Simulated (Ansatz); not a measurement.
**A crystal of cell content C8H12N8O4 at more than one level of theory**

Plane-wave PAW calculations in Ansatz, scalar-relativistic unless spin-orbit coupling is named; Γ-centred meshes, relaxations with the symmetry kept. Pressure is positive in compression. No spin polarisation at the first level.

Settings: cutoff 420 eV, Γ-centred mesh 4×4×2 on the computed 32-atom cell, Gaussian smearing of 0.02 eV; no spin polarisation.

Structure relaxed with PBE+D3(BJ):

```
CELL_PARAMETERS angstrom
3.66643 -3.67952 0.00000
3.66643 3.67952 0.00000
0.00000 0.00000 10.69875
ATOMIC_POSITIONS crystal
H 0.94896 0.61345 0.59843
H 0.05104 0.38655 0.09843
H 0.61345 0.94896 0.40157
H 0.38655 0.05104 0.90157
H 0.05104 0.38655 0.40157
H 0.94896 0.61345 0.90157
H 0.38655 0.05104 0.59843
H 0.61345 0.94896 0.09843
H 0.59315 0.74306 0.75000
H 0.40685 0.25694 0.25000
H 0.74306 0.59315 0.25000
H 0.25694 0.40685 0.75000
C 0.66840 0.54616 0.75000
C 0.33160 0.45384 0.25000
C 0.54616 0.66840 0.25000
C 0.45384 0.33160 0.75000
C 0.70568 0.29432 0.57024
C 0.29432 0.70568 0.07024
C 0.29432 0.70568 0.42976
C 0.70568 0.29432 0.92976
N 0.80876 0.49409 0.63583
N 0.19124 0.50591 0.13583
N 0.49409 0.80876 0.36417
N 0.50591 0.19124 0.86417
N 0.19124 0.50591 0.36417
N 0.80876 0.49409 0.86417
N 0.50591 0.19124 0.63583
N 0.49409 0.80876 0.13583
O 0.78193 0.21807 0.46534
O 0.21807 0.78193 0.96534
O 0.21807 0.78193 0.53466
O 0.78193 0.21807 0.03466
```

Problem. What changes with r2SCAN+D3(BJ) (relaxed anew)?

Solution.
| level | cell | cutoff (eV) | k mesh | primitive cell | V (Å³/atom) | P (GPa; residual where relaxed) | gap on mesh (eV) |
| --- | --- | --- | --- | --- | --- | --- | --- |
| PBE+D3(BJ) | relaxed | 420 | 4×4×2 | a = 5.19 Å, b = 5.19 Å, c = 10.70 Å, α = 90.00°, β = 90.00°, γ = 90.20° | 9.0 | -0.01 | 4.88 |
| r2SCAN+D3(BJ) | relaxed | 500 | 4×4×2 | a = 5.12 Å, b = 5.12 Å, c = 10.56 Å, α = 90.00°, β = 90.00°, γ = 87.77° | 8.7 | 0.01 | 5.41 |

The start is a cell measured at 299 K (doi:10.1107/S0108270194006955), with 9.20 Å³ an atom; a static calculation leaves out thermal expansion, so the difference isn't the functional's error alone.

The D3 damping used with r2SCAN was fitted together with a three-body term that is left out here.

Cost: 2 runs of about 14 core-minutes in all, on Arm Neoverse V1 (shared hosts).